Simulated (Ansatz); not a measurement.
## TaW₃, first-principles data

TaW₃:
```yaml
crystal:
  lattice:
    - [0.00000, 3.15816, 3.15816]
    - [3.15816, 0.00000, 3.15816]
    - [3.15816, 3.15816, 0.00000]
  atoms:
    - { symbol: Ta, position: [0.00000, 0.00000, 0.00000] }
    - { symbol: W, position: [0.25000, 0.25000, 0.25000] }
    - { symbol: W, position: [0.75000, 0.75000, 0.75000] }
    - { symbol: W, position: [0.50000, 0.50000, 0.50000] }
```

Space group Fm-3m (No. 225); conventional cell a = 6.316 Å, b = 6.316 Å, c = 6.316 Å, α = 90.00°, β = 90.00°, γ = 90.00°.

Method: LDA in the plane-wave PAW code Ansatz. The cell and atoms are relaxed at this level. Other levels are named where they apply.

**Cell and energy**

```json
{
  "volume_per_atom": "15.75 Å³",
  "density": "19.31 g/cm³",
  "Formation energy from the elements (no fitted shifts)": "-0.10 eV/atom"
}
```

**Electronic structure**

```json
{
 "electronic_character": "metallic (no gap)",
 "Density of states at the Fermi level": "0.41 states/eV per atom (mean over ±0.08 eV)"
}
```

**Mechanics**

```json
{
  "Bulk modulus (Birch–Murnaghan fit)": "307 GPa",
  "Pressure derivative B′": "4.2",
  "Elastic constants (relaxed ions, GPa)": "C11 = 518, C12 = 202, C44 = 123",
  "mechanical_stability": "stable (all eigenvalues of C positive)",
  "hill_bulk_and_shear_moduli": "307 and 136 GPa",
  "Young's modulus": "355 GPa",
  "Poisson's ratio": "0.31",
  "debye_temperature_from_the_elastic_constants": "352 K"
}
```

**Phonons**

```json
{
  "highest_zone_centre_frequency": "6.19 THz",
  "zone_centre_stability": "no imaginary mode at Γ"
}
```

The workflow started from a Materials Project entry (that database holds measured and hypothetical structures alike); the Crystallography Open Database copy checked does not list it. With Ta and W taken as one species the cell has the higher symmetry Im-3m, so it may be an ordered model of a mixed-site phase. Its standing as an ambient phase is unchecked. The cell was relaxed with LDA under the symmetry of its start. No spin polarisation was allowed. As this level gives no gap, shear constants depend on the k-mesh and smearing (Fermi–Dirac, 0.1 eV here). As this level gives no gap, phonon frequencies hold no LO–TO term and depend on the k-mesh and smearing (Fermi–Dirac, 0.1 eV here). The references are the lowest solids computed at this level, not always the standard phases. Scalar-relativistic: spin–orbit coupling is off unless named, which matters more the heavier the elements.

Potentials: the later of the program's two PAW sets.
